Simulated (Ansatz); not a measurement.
Relaxed NiO (rock salt):

```xyz
2
Lattice="0.0000 2.0943 2.0943 2.0943 0.0000 2.0943 2.0943 2.0943 0.0000" Properties=species:S:1:pos:R:3 pbc="T T T"
O      0.0000     0.0000     0.0000
Ni     2.0943     2.0943     2.0943
```

Computed with r2SCAN (plane waves to 500 eV, PAW, scalar-relativistic; Ansatz, a program for electronic structure). k mesh 11×11×11 (Γ-centred), Fermi-Dirac smearing 0.05 eV. NiO is run spin-polarised and with no Hubbard U; the real compound is an antiferromagnetic insulator, a state that this run doesn't describe. NiO was relaxed with its symmetry unable to fall. Relaxed NiO ends ferromagnetic. The magnetic order is the one the run started from; other orders were not tried.

One atom of the cell was then moved (with its periodic images), all else fixed, and the forces (eV/Å) came out as:

| atom | Fx | Fy | Fz |
|---|---|---|---|
| O1 | 0.171 | 0.171 | 0.171 |
| Ni2 | -0.171 | -0.171 | -0.171 |

With two atoms only their relative shift counts; take Ni2 as fixed.

Q: Which atom was moved, and by which vector (Å)?

A: O1, by (-0.05, -0.05, -0.05), 0.08 Å in all.

(A displaced cell: forces are minus the slopes of the energy, force constants its curvatures, and phonons follow from these.)
